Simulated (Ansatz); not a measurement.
The relaxed structure here is a generated cell of TiS2: the first start was made by a random draw of sites in a space group, and the end was not matched to a known phase here, so it may be hypothetical. Known forms of TiS2 include space group No. 164.

One stationary structure of TiS2. Method: PBE (plane waves to 420 eV, PAW, scalar-relativistic; Ansatz, a first-principles code).

```xyz
6
Lattice="5.2462 0.0000 0.0000 0.0000 5.2462 0.0000 0.0000 0.0000 5.2462" Properties=species:S:1:pos:R:3 pbc="T T T"
S      3.9347     3.9347     3.9347
S      1.3116     1.3116     3.9347
S      1.3116     3.9347     1.3116
S      3.9347     1.3116     1.3116
Ti     0.0000     0.0000     0.0000
Ti     2.6231     2.6231     2.6231
```

### Question
Determine the symmetry and give the standard cell with its independent sites.

### Answer
Space group Pn-3m, origin choice 1 (No. 224); a = 5.246 Å, b = 5.246 Å, c = 5.246 Å, α = 90.00°, β = 90.00°, γ = 90.00°

| atom | site | symmetry | x | y | z |
|---|---|---|---|---|---|
| S | 4c | .-3m | 0.7500 | 0.7500 | 0.7500 |
| Ti | 2a | -43m | 0.0000 | 0.0000 | 0.0000 |

This is the AFLOW prototype A2B_cP6_224_b_a (C3, as in Cu2O).

### Question
Give the shortest distances between elements (the closest pairs, up to four, under 3.6 Å).

### Answer
S–Ti 2.27 Å.

```yaml
volume_per_atom: 24.07 Å³
band_gap: 0.54 eV, indirect (valence top at R, conduction bottom at Γ) (no spin-orbit coupling)
smallest_direct_gap: 0.60 eV at R
```

No spin polarisation in the result.

The run could not lose the symmetry of its start, so the end can be a saddle point.

All atoms sit on sites fixed by symmetry, so only the cell could relax.
